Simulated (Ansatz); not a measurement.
## InGa2N3 under pressure: fit and missing row

InGa2N3, Cmc2_1, a = 10.021 Å, b = 5.780 Å, c = 5.398 Å. The structure is a Materials Project entry; whether it is the stable form wasn't checked. Ansatz: PBE, PAW, 420 eV, Γ-centred 6×6×6 mesh on 12 atoms, Gaussian smearing 0.02 eV; no spin polarisation. Cell and atoms are relaxed at each pressure, and no other structure is tried, so the rows at high pressure may lie past a change of phase.

```
V (Å³/atom) P (GPa)
     11.517    25.01
     12.184    11.99
     12.712     4.00
     12.944     1.02
     13.028     0.00
          ?    -1.02
```

**Question.** Take V0 = 13.028 Å³/atom, fit the third-order Birch–Murnaghan form to the other rows, and predict the missing volume.

**Answer.** With the Eulerian strain f = ½[(V0/V)^(2/3) − 1] and y = P/[3f(1 + 2f)^(5/2)], the form is the line y = B0 + 1.5 B0 (B0′ − 4) f. Rows (f, y): 0.04283, 158.5; 0.02283, 156.6; 0.00825, 155.1; 0.00216, 155.7. Means f = 0.01902, y = 156.48; Σ(Δf)² = 0.0009817, ΣΔfΔy = 0.07657; the slope is their ratio. y = 155.0 + 78.00 f GPa, so B0 = 155.0 GPa and B0′ = 4 + 2 × (78.00)/(3 × 155.0) = 4.34. P = -1.02 GPa is met at f = -0.00222 (y = 154.83), so V = V0 (1 + 2f)^(−3/2) = 13.115 Å³/atom. The run gave 13.117 Å³/atom, so the fit is 0.002 Å³/atom too low, a small miss on the scale of the series.